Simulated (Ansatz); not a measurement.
GaAs built on the zincblende prototype, relaxed with r2SCAN: 5 runs in Ansatz, each a calculation of independent-particle optics. Space group F-43m (No. 216), cubic; conventional cell a = 5.666 Å, 22.74 Å³ an atom. Ga has 4 As at 2.45 Å; As has 4 Ga at 2.45 Å. Calculated for a static, non-magnetic cell.

```
Ga As
1.0
     0.00000    2.83309    2.83309
     2.83309    0.00000    2.83309
     2.83309    2.83309    0.00000
Ga As
1 1
Direct
  0.00000 0.00000 0.00000
  0.25000 0.25000 0.25000
```

On meshes this coarse, single peaks can be features of the mesh. No local fields, no excitons; the zone sum runs over the cells of the mesh, and ε∞ includes the bands left out of the spectrum. Up to four peaks are listed, those above 15 % of the tallest and inside the complete range; the four can differ from row to row. Rows marked drawn have settings drawn at random (some not listed).

```json
{"functional": "PBE", "k mesh": "6×6×6", "broadening (eV)": "0.1", "scissors (eV)": "0.00", "range (eV)": "0–12", "settings": "chosen", "direct gap on the mesh before scissors (eV)": "0.46", "ε∞ xx": "14.41", "ε∞ yy": "14.41", "ε∞ zz": "14.41", "complete up to (eV)": "12.0", "tallest peaks of mean ε₂ (eV)": "2.25 4.20 5.70"}
{"functional": "r2SCAN", "k mesh": "6×6×6", "broadening (eV)": "0.1", "scissors (eV)": "0.00", "range (eV)": "0–12", "settings": "chosen", "direct gap on the mesh before scissors (eV)": "0.96", "ε∞ xx": "11.68", "ε∞ yy": "11.68", "ε∞ zz": "11.68", "complete up to (eV)": "12.0", "tallest peaks of mean ε₂ (eV)": "2.65 4.60 6.10"}
{"functional": "PBE", "k mesh": "6×6×6", "broadening (eV)": "0.1", "scissors (eV)": "0.95 (to HSE06)", "range (eV)": "0–12", "settings": "chosen", "direct gap on the mesh before scissors (eV)": "0.46", "ε∞ xx": "11.23", "ε∞ yy": "11.23", "ε∞ zz": "11.23", "complete up to (eV)": "12.0", "tallest peaks of mean ε₂ (eV)": "3.20 5.15 6.65"}
{"functional": "r2SCAN", "k mesh": "4×4×4", "broadening (eV)": "0.4", "scissors (eV)": "1.50", "range (eV)": "0–10", "settings": "drawn", "direct gap on the mesh before scissors (eV)": "0.96", "ε∞ xx": "8.93", "ε∞ yy": "8.93", "ε∞ zz": "8.93", "complete up to (eV)": "10.0", "tallest peaks of mean ε₂ (eV)": "6.00"}
{"functional": "LDA", "k mesh": "8×8×8", "broadening (eV)": "0.05", "scissors (eV)": "0.60", "range (eV)": "0–15", "settings": "drawn", "direct gap on the mesh before scissors (eV)": "0.23", "ε∞ xx": "13.22", "ε∞ yy": "13.22", "ε∞ zz": "13.22", "complete up to (eV)": "15.0", "tallest peaks of mean ε₂ (eV)": "2.65 4.70 5.45 6.25"}
```

Measured values to set these runs against:
- band gap: 1.424 ± 0.001 eV (lowest direct gap at Gamma; 297 K; literature value quoted in the paper's theory part as input to a dispersion model; room-temperature gap; quoted in “Simultaneous Measurement of Mid-Infrared Refractive Indices in Thin-Film Heterostructures: Methodology and Results for GaAs/AlGaAs”, 2023, arxiv:2301.08293)
- band gap: 1.418 ± 0.005 eV (direct gap E0 at Gamma from PR; 300 K; modulated photoreflectance, low-field lineshape fit; “Evidence of valence band perturbations in GaAsN/GaAs(001): A combined variable-angle spectroscopic ellipsometry and modulated photoreflectance investigation”, 2008, arxiv:0805.2212)
Semilocal gaps without a shift tend to lie below measured ones.

The runs are scalar-relativistic, without spin-orbit coupling.
